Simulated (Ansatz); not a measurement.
Sr: from a starting cell to a relaxed one

The start is a generated trial cell of Sr in the fcc structure type. The structure is fully relaxed (lattice and positions, P = 0) with r2SCAN (plane waves to 500 eV, PAW, scalar-relativistic; Ansatz, an electronic-structure program). The first steps use a coarse 9×9×9 k-mesh.

Initial structure:
```
CELL_PARAMETERS angstrom
      0.00000     3.04000     3.04000
      3.04000     0.00000     3.04000
      3.04000     3.04000     0.00000
ATOMIC_POSITIONS crystal
  Sr 0.00000 0.00000 0.00000
```

Task: How much energy is released per atom?

Result: Under 0.01 eV/atom.

Task: What band gap does the relaxed structure have at this level?

Result: Zero (metallic).

Task: What does it relax into? Give the structure.

Result: 
```cif
data_Sr4
_chemical_formula_sum 'Sr4'
_space_group_name_H-M_alt 'Fm-3m'
_space_group_IT_number 225
_space_group_name_Hall '-F 4 2 3'
_cell_length_a 6.09990
_cell_length_b 6.09990
_cell_length_c 6.09990
_cell_angle_alpha 90.000
_cell_angle_beta 90.000
_cell_angle_gamma 90.000
loop_
_atom_site_label
_atom_site_type_symbol
_atom_site_symmetry_multiplicity
_atom_site_Wyckoff_symbol
_atom_site_fract_x
_atom_site_fract_y
_atom_site_fract_z
_atom_site_occupancy
Sr1 Sr 4 a 0.00000 0.00000 0.00000 1
```
(The calculation used a cell of 1 atom; values per cell refer to that cell.)

The space group stays Fm-3m (No. 225) (the run could not lower it); the end is fcc (Cu type), with 1 atom in the primitive cell. Final values are on a 13×13×13 k-mesh of the relaxed cell. No spin polarisation in the result.

The run could not lose the symmetry of its start.
